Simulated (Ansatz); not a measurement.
TaAgO3:
```yaml
crystal:
  lattice:
    - [2.76081, 1.59395, 4.58769]
    - [-2.76081, 1.59395, 4.58769]
    - [0.00000, -3.18791, 4.58769]
  atoms:
    - { symbol: Ta, position: [0.00000, 0.00000, 0.00000] }
    - { symbol: Ta, position: [0.50000, 0.50000, 0.50000] }
    - { symbol: Ag, position: [0.75000, 0.75000, 0.75000] }
    - { symbol: Ag, position: [0.25000, 0.25000, 0.25000] }
    - { symbol: O, position: [0.80790, 0.69210, 0.25000] }
    - { symbol: O, position: [0.19210, 0.30790, 0.75000] }
    - { symbol: O, position: [0.25000, 0.80790, 0.69210] }
    - { symbol: O, position: [0.75000, 0.19210, 0.30790] }
    - { symbol: O, position: [0.69210, 0.25000, 0.80790] }
    - { symbol: O, position: [0.30790, 0.75000, 0.19210] }
```

Relaxed with r²SCAN. Independent-particle spectrum: no excitons, no local fields, no scissors shift; 0.1 eV broadening; ε₁ of the summed bands alone.

Question: Tabulate the dielectric function from r²SCAN (plane waves, PAW; program Ansatz).

Answer: 

```
E (eV)  ε₁ xx  ε₂ xx  ε₁ zz  ε₂ zz
------  -----  -----  -----  -----
0.0      5.63   0.00   5.63   0.00
0.3      5.65   0.00   5.64   0.00
0.6      5.69   0.00   5.68   0.00
0.9      5.76   0.00   5.76   0.00
1.2      5.87   0.00   5.88   0.00
1.5      6.03   0.00   6.05   0.00
1.8      6.25   0.00   6.30   0.00
2.1      6.60   0.00   6.71   0.00
2.4      7.33   0.19   7.73   0.40
2.7      7.63   1.04   7.46   1.50
3.0      7.76   1.46   7.62   1.78
3.3      8.18   2.21   7.87   2.69
3.6      7.95   3.46   7.25   3.47
3.9      7.40   3.73   7.07   3.76
4.2      7.70   4.74   7.13   4.78
4.5      6.27   5.60   5.89   5.21
4.8      5.33   5.79   4.86   4.95
5.1      5.06   5.69   4.78   5.46
5.4      3.67   6.30   3.67   5.38
5.7      2.94   5.23   3.21   4.62
6.0      3.25   4.96   3.55   4.74
6.3      2.75   4.97   3.25   4.73
6.6      2.46   5.02   3.21   5.33
6.9      2.02   4.87   1.71   5.34
7.2      1.30   4.80   1.16   4.44
7.5      1.07   3.62   0.88   3.54
7.8      1.38   3.49   1.32   2.81
8.1      1.40   2.85   2.10   2.68
8.4      1.88   2.64   2.03   2.64
8.7      2.37   2.37   2.44   2.14
9.0      3.36   2.61   3.56   2.14
9.3      3.55   3.99   4.17   3.87
9.6      2.92   4.65   3.74   4.81
9.9      2.52   5.37   2.87   5.81
10.2     1.04   5.42   1.21   5.91
10.5     0.60   5.56   0.62   6.12
10.8    -0.47   4.60  -0.70   4.89
11.1    -0.43   3.71  -0.61   3.92
11.4    -0.14   3.58  -0.31   3.62
11.7    -0.39   3.67  -0.47   3.70
12.0    -0.68   3.19  -0.59   3.36
```

Question: From ε at 3.8 eV (xx: 7.44 + 3.65i), find n, k, the normal reflectivity and the absorption coefficient.

Answer: n = 2.80, k = 0.653, R = 25 %, α = 2kE/ħc = 250000 cm⁻¹.

With all bands, ε∞ without local fields is 5.93 (xx = yy), 5.93 (zz). DFPT, with local fields, gives 5.95 (xx = yy), 5.92 (zz).

Space group R-3c. The workflow started from a Materials Project entry (that database holds measured and hypothetical structures alike); the Crystallography Open Database copy checked does not list it. COD files the formula under space group No. 161. Its standing as an ambient phase is unchecked. Symmetry was held in the r²SCAN relaxation; phonons show weakly imaginary modes. The run is not spin-polarised. Spin–orbit coupling is left out wherever it is not named.

Potentials: the later of the program's two PAW sets.
